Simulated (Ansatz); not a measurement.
**Cs (bcc)**

Level of theory: DFT, LDA, scalar-relativistic, no spin polarisation; plane waves to 420 eV with PAW datasets (Ansatz 0.2.0), 10×10×10 k-mesh, Gaussian smearing of 0.05 eV; PAW files: Ansatz's generated set soft_2.

```yaml
crystal:
  lattice:
    - [-2.91877, 2.91877, 2.91877]
    - [2.91877, -2.91877, 2.91877]
    - [2.91877, 2.91877, -2.91877]
  atoms:
    - { symbol: Cs, position: [0.00000, 0.00000, 0.00000] }
```

The pressure at this geometry is -0.1 GPa.

Q: Which orbitals carry the states at the Fermi level, and how many states are there?

A: Within 0.1 eV of it: Cs 6s 98 % (shares among the projected shells). The density of states at the Fermi level is about 1.4 states/eV per cell, averaged over 0.3 eV.

Density of states (tetrahedra, averaged over 0.5 eV; states/eV per cell of 1 atom; energy in eV from the Fermi level; projections on Löwdin-orthogonalised atomic orbitals, summed over sites):

| E | total | Cs 6s | Cs 5p |
| --- | --- | --- | --- |
| -1.60 | 0.17 | 0.17 | 0.00 |
| -1.10 | 0.40 | 0.38 | 0.01 |
| -0.60 | 0.65 | 0.62 | 0.02 |
| -0.10 | 1.19 | 1.09 | 0.02 |
| 0.40 | 1.41 | 0.94 | 0.01 |
| 0.90 | 2.35 | 0.10 | 0.00 |
| 1.40 | 2.90 | 0.05 | 0.00 |
| 1.90 | 2.23 | 0.08 | 0.00 |
| 2.40 | 1.29 | 0.07 | 0.00 |
| 2.90 | 1.93 | 0.06 | 0.00 |

With 9 valence electrons in the calculation's cell and no magnetic order, the bands, two electrons each, can't all be full or empty: band theory demands a metal.

No spin–orbit coupling, a notable omission for heavy elements.
